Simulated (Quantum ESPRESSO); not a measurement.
# Planted mistakes on one cell of W3MoS3Se5

Calculated results; nothing here was measured. They come from pw.x of Quantum ESPRESSO 7.5, a plane-wave density functional program, with PseudoDojo standard norm-conserving files (v0.5 for PBE, v0.4.1 for LDA and PBEsol). The cells are made up: elements, strain and atom displacements were drawn at random, and nothing was relaxed. There is no spin polarisation, spin-orbit coupling or dispersion term.

The cell has 12 sites of a 2H layered lattice (rectangular cell). Sites 1 to 4 hold W Mo W W; sites 5 to 12 hold S Se S Se Se S Se Se. Cell vectors in Å: (3.239, 0.000, 0.000); (0.000, 5.610, 0.000); (0.000, 0.000, 12.923). Settings: PBE, cutoff 1170 eV, 7 x 4 x 2 k mesh shifted by half a step, Fermi-Dirac smearing of 0.025 eV.

The intended run has a self-consistency threshold of 1e-07 eV, a smearing term of 0.000 eV, a pressure of 7.14 GPa and 23 iterations. Each further run changes one thing: all lengths scaled by 1.0133; atoms of sites 10 and 11 exchanged; cutoff 649 eV; files of PBEsol; k mesh 1 x 1 x 1; one electron removed; smearing 0.47 eV; threshold 0.04 eV. A coarse mesh keeps the shift, and a charged cell sits in a uniform background.

```
run,change of free energy (eV),smearing term -TS (eV),change of P (GPa),largest change of a force component (eV/Å),iterations
A,17.092,0.000,-4.98,0.437,22
B,-2.488,0.000,2.51,2.069,18
C,0.015,0.000,-0.51,0.573,8
D,-0.140,0.000,-0.16,2.631,20
E,-0.672,-2.478,1.27,0.380,19
F,-11.947,-0.014,-11.64,0.464,23
G,90.999,0.000,-343.62,0.097,23
H,-0.244,0.000,-5.84,1.101,20
```

A rerun of the intended cell at 1467 eV and k mesh 9 x 6 x 4 moved values by no more than 0.004 eV in the cell's energy, 0.03 GPa in stress and 0.008 eV/Å in force.

Question: which change belongs to which run?

## Worked reading

Run C has the fewest iterations, as a run stopped early does. Run E has the largest smearing term, as wide smearing gives. Run G has a higher energy and the largest fall in pressure, as too small a basis gives. Run H changes the volume by a factor of 1.0404; minus its pressure change over the logarithm of that factor, 147 GPa, is a rough bulk modulus with clamped atoms. Energies from files of another functional, or of a charged cell, have another zero and say nothing on stability; the pressure of a charged cell rests on the program's zero of potential too.

## Key

```
run,change
A,files of PBEsol
B,k mesh 1 x 1 x 1
C,threshold 0.04 eV
D,atoms of sites 10 and 11 exchanged
E,smearing 0.47 eV
F,one electron removed
G,cutoff 649 eV
H,all lengths scaled by 1.0133
```